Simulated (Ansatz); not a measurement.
CdH$_{2}$O$_{2}$:
```
CdH2O2
1.0
    3.50621     0.00000     0.00000
   -1.75310     3.03646     0.00000
    0.00000     0.00000     4.59857
Cd H O
1 2 2
Direct
  0.00000   0.00000   0.00000
  0.66667   0.33333   0.55014
  0.33333   0.66667   0.44986
  0.66667   0.33333   0.75981
  0.33333   0.66667   0.24019
```

Relaxed with r²SCAN+D4.

Question: Give the Bader charges and basin volumes of the independent atoms, the program Ansatz at the r²SCAN+D4 level (PAW).

Answer: 

| atom | Bader charge (e) | Bader volume (Å³) |
|---|---|---|
| Cd1 | +1.36 | 14.8 |
| H2 | +0.57 | 2.3 |
| O4 | -1.25 | 14.8 |

Space group P-3m1. The first step of the workflow began from a Materials Project structure, measured or hypothetical; the Crystallography Open Database copy checked does not list it. Whether it is the stable phase at ambient conditions was not checked. The cell was relaxed with r²SCAN+D4 under the symmetry of its start; whether a distortion lowers the energy is not shown.

Potentials: the later of the program's two PAW sets.
